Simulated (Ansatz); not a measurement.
Sc:
```
CELL_PARAMETERS angstrom
      0.00000     3.12896     3.12896
      3.12896     0.00000     3.12896
      3.12896     3.12896     0.00000
ATOMIC_POSITIONS crystal
  Sc 0.00000 0.00000 0.00000
  Sc 0.25000 0.25000 0.25000
```

Relaxed with PBEsol.

Q: Decompose the optical modes at the zone centre into irreducible representations, and say which are infrared and Raman allowed.

A: Point group m-3m: Γ_opt = T2g. Infrared: none. Raman: T2g.

Q: Assign frequencies (DFPT, plane-wave PAW PBEsol (Ansatz code)).

A: T2g 8i cm⁻¹.

Space group Fd-3m (diamond). The start of the workflow was typed in or built on a structure type; neither database checked (COD, Materials Project) lists it. It is not the phase usual at ambient conditions (space group No. 194). The cell was relaxed with PBEsol under the symmetry of its start; of distortions, only those at the zone centre were tested. The run is not spin-polarised. The volume moved by -23 % from the start of the relaxation. As this level gives no gap, phonon frequencies hold no LO–TO term and depend on the k-mesh and smearing (Fermi–Dirac, 0.1 eV here).

Potentials: the later of the program's two PAW sets.
